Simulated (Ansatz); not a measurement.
This cell of InAs (zinc blende) is off equilibrium:

```
CELL_PARAMETERS angstrom
      0.00000     6.18632     6.18632
      3.09316     3.09316     6.18632
      3.09316     3.09316     0.00000
ATOMIC_POSITIONS crystal
  As 0.99030 0.75970 0.74030
  As 0.50970 0.74030 0.75970
  In 0.99502 0.00498 0.00498
  In 0.50498 0.99502 0.99502
```

Level of theory: PBE (plane waves to 420 eV, PAW, scalar-relativistic; Ansatz, a quantum-chemistry and plane-wave program). k mesh 9×9×9 (Γ-centred), Fermi-Dirac smearing 0.05 eV. Stress and pressure are positive under compression. With partly filled bands, energies and forces of such displacements shift with the k mesh and the smearing. At this level the bands of InAs touch or barely overlap; measurements give the solid a gap. InAs was relaxed with its symmetry unable to fall.

Task: Predict the force on every atom, in eV/Å.

Result: 
```json
[
 {"atom": "As1", "Fx": "0.000", "Fy": "0.651", "Fz": "0.000"},
 {"atom": "As2", "Fx": "0.000", "Fy": "-0.651", "Fz": "0.000"},
 {"atom": "In3", "Fx": "-0.514", "Fy": "0.000", "Fz": "0.000"},
 {"atom": "In4", "Fx": "0.514", "Fy": "0.000", "Fz": "0.000"}
]
```

(For displaced atoms, the force is minus the slope of the energy, and its curvature is a force constant, which sets phonon frequencies.)
